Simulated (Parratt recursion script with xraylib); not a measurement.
X-ray reflectivity of single films on Si: where the minima fall

Model: specular X-ray reflectivity, Parratt recursion, Névot-Croce roughness, xraylib tables. Program: Parratt recursion script with xraylib 4.3.0.

Photon energy 8.048 keV (λ = 1.5406 Å), s polarisation. The grazing angle θ is scanned from 0.05° to 3° in 900 evenly spaced points, and the curve is smoothed with a Gaussian of 0.004° full width. A minimum is a scan point below both neighbours, placed by a parabola through ln R at the three points.

Each run is one film on Si (density 2.313 g/cm³, δ = 7.525 × 10⁻⁶, rms roughness 2.8 Å) under vacuum. The film surface has an rms roughness of 7.2 Å in all runs. The refractive index is n = 1 − δ + iβ. The table lists all minima between 0.6 and 1.2°.

| run | film | thickness d (Å) | density (g/cm³) | δ (10⁻⁶) | β (10⁻⁶) | minima at θ (°) |
|---|---|---|---|---|---|---|
| A | Mo | 300 | 10.026 | 28.10 | 1.893 | 0.617, 0.729, 0.852, 0.982, 1.116 |
| B | Mo | 375 | 10.026 | 28.10 | 1.893 | ? |
| C | Mo | 300 | 7.018 | 19.67 | 1.325 | 0.691, 0.820, 0.954, 1.091 |

Densities are inputs, not measurements. They were set from computed cells of the Materials Project: Mo from entry mp-129 (Im-3m, 10.026 g/cm³, taken at 70 and 100 %); Si from entry mp-149 (Fd-3m, 2.313 g/cm³). A layer's crystal structure does not enter its constants, only its composition and density.

How many minima does run B have between 0.6 and 1.2°, and where?

Inside a film the fringe order is m = (2d/λ)(sin²θ − 2δ)^½, with the film's own δ. Where the film's δ lies above the substrate's, its two faces reflect with opposite signs, and minima are expected at whole m.

- Run A, δ above the substrate's: the minima give m = 3.01, 4.00, 5.00, 6.00, 7.00.
- Run C, δ above the substrate's: the minima give m = 4.01, 5.01, 6.01, 7.00.

In run B the film's δ lies above the substrate's, so take whole m. The window runs from m = 3.56 to 9.52 and holds m = 4, 5, 6, 7, 8, 9. Then sin²θ = 2δ + (mλ/2d)² gives θ = 0.637, 0.729, 0.827, 0.929, 1.035, 1.143°.

The run has 6 minima, at 0.638, 0.729, 0.827, 0.930, 1.035, 1.143°. The largest distance from one of them to an estimated minimum is 0.001°, against a mean spacing of 0.101°.
